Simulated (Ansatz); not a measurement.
HgPd:
```
HgPd
1.0
    3.01772     0.00000     0.00000
    0.00000     3.01772     0.00000
    0.00000     0.00000     3.72515
Hg Pd
1 1
Direct
  0.00000   0.00000   0.00000
  0.50000   0.50000   0.50000
```

Relaxed with PBEsol. Special points in fractions of this cell's reciprocal vectors: Γ (0.000, 0.000, 0.000); X (0.000, 0.500, 0.000); M (0.500, 0.500, 0.000); Z (0.000, 0.000, 0.500); R (0.000, 0.500, 0.500); A (0.500, 0.500, 0.500).

Problem. List the band energies nearest the Fermi level at these points for DFT-PBEsol in the program Ansatz with PAW potentials.

Solution. In eV from the Fermi level; about four levels below and three above (degenerate sets whole), none deeper than 8.9 eV; points with the same levels are listed once.

```
k                          below              above
-  -----------------------------  -----------------
Γ        -2.71 -1.47 -1.47 -1.32     2.50 8.19 8.19
X        -3.50 -3.45 -2.41 -1.93    0.28 9.82 10.08
M  -1.63 -1.63 -0.77 -0.04 -0.04    3.28 6.44 10.22
Z        -2.34 -2.34 -1.90 -1.49  12.79 12.79 14.21
R        -1.52 -1.46 -1.32 -0.86    2.01 4.49 13.21
A        -4.04 -4.04 -1.67 -0.76     1.67 5.42 5.42
```

Space group P4/mmm (L1₀ or tetragonal B2). The workflow started from an entry of the Crystallography Open Database (COD). Its standing as an ambient phase is unchecked. The PBEsol relaxation kept the symmetry of its start; of distortions, only those at the zone centre were tested. No spin polarisation was allowed. Scalar-relativistic: spin–orbit coupling is off unless named, which matters more the heavier the elements.

Potentials: the later of the program's two PAW sets.
